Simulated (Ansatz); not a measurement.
The cell of TlAgS2 is invented: ordered mixture on the cation sites of zinc blende (P-4m2, No. 115) (occupants of the shared sites, in ratio, Ag: 1, Tl: 1). The dimensions are guesses.

```
Tl Ag S
1.0
     4.43521    0.00000    0.00000
     0.00000    4.43521    0.00000
     0.00000    0.00000    6.27233
Tl Ag S
1 1 2
Direct
  0.50000 0.50000 0.50000
  0.00000 0.00000 0.00000
  0.50000 0.00000 0.25000
  0.00000 0.50000 0.75000
```

Theory: DFT PBE, scalar-relativistic, plane waves, PAW in Ansatz. Cutoff 420 eV, Gaussian smearing, Γ-centred meshes. Cell and atoms relax first on a coarse mesh and then on a finer one. In between, the cell is made exact in the group found at 0.06 Å. In metals the finer mesh still leaves noise of several meV/atom or more. The steps can't lower the symmetry of their start. No spin polarisation in the relaxation; trial moments died out in a coarse test.

A guess keeps its type if space group and coordination stay and the shape of the cell changes little (axis ratios within about 15 %, angles within 6°); the volume may change.

**Question.** Will the relaxed cell still be of the starting type?

**Answer.** It keeps its type. The symmetry stays P-4m2 (No. 115). The volume per atom shrinks by 14.2 %, from 30.8 to 26.5 Å³. The shortest distance goes from 2.72 Å (Ag–S and Tl–S) to 2.55 Å (Ag–S). The ratio c/a of the conventional cell changes by a factor of 1.01. Counting neighbours within 15 % of an atom's shortest distance, the start has Ag 4, S 4, Tl 4 and the end Ag 4, S 4, Tl 4.

Energies over the elements count from the elements' standard structures at the same level, with no fitted energy shifts.

**Question.** At what energy does it end?

**Answer.** −0.15 eV/atom. It lies below the elements, which doesn't yet make it stable against other compounds or structures.

The last run used a 12×12×8 mesh (in the run's order of axes) for its 4-atom cell and Gaussian smearing of 0.10 eV. These runs have no spin–orbit coupling, which can matter for Tl. The reference form of S is held partly by dispersion forces, which this level lacks. Symmetry constrained the relaxation, so the result can be a saddle point.
